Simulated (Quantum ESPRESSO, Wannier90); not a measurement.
**Wannierisation of Ag (fcc (Cu type))**

```yaml
crystal:
  lattice:
    - [0.00000, 2.05218, 2.05218]
    - [2.05218, 0.00000, 2.05218]
    - [2.05218, 2.05218, 0.00000]
  atoms:
    - { symbol: Ag, position: [0.00000, 0.00000, 0.00000] }
```

Structure: Materials Project mp-124, symmetrised, not relaxed again. This is the element's usual structure. Computed values, not measurements, from LDA: Quantum ESPRESSO (norm-conserving PseudoDojo potentials, cutoff 69 Ry, no spin polarisation, no spin-orbit coupling) on a Γ-centred 10×10×10 mesh, then Wannier90. Density: 18×18×18 mesh, cold smearing 0.01 Ry.

The plane-wave run has 21 bands and 19 electrons a cell. On the energy scale of pw.x, whose zero is arbitrary, the Fermi level lies at 16.65 eV.

Isolated groups of bands, relative to the Fermi level (bands from 5 on overlap up to the last one computed):

```
bands  from (eV)  to (eV)  filling  weight on atomic waves
-----  ---------  -------  -------  ----------------------
1         -91.66   -91.64   filled              Ag 4s 99 %
2–4       -55.29   -55.13   filled             Ag 4p 100 %
```

Input w.win, without the blocks of cell, atoms and k-points (1000 lines):

```
num_bands = 17
num_wann = 9
exclude_bands = 1-4
num_iter = 800
conv_tol = 1.0e-6
conv_window = 4
dis_num_iter = 1000
dis_conv_tol = 1.0e-6
dis_froz_max = 18.15
dis_win_max = 35.32
write_hr = true
write_u_matrices = true
begin projections
Ag: s;p;d
end projections
mp_grid = 10 10 10
```

wannier90.x stops with:
```
dis_windows: Energy window contains fewer states than number of target WFs
```
At some k-point the outer window holds fewer bands than num_wann, so no subspace of that size can be extracted. Mended as below, all else unchanged, the run goes through (Ω_I = 6.8 Å²) and follows the plane-wave bands to 7.8 meV rms (states up to 1.0 eV relative to the Fermi level).
Remove the line dis_win_max = 35.32.
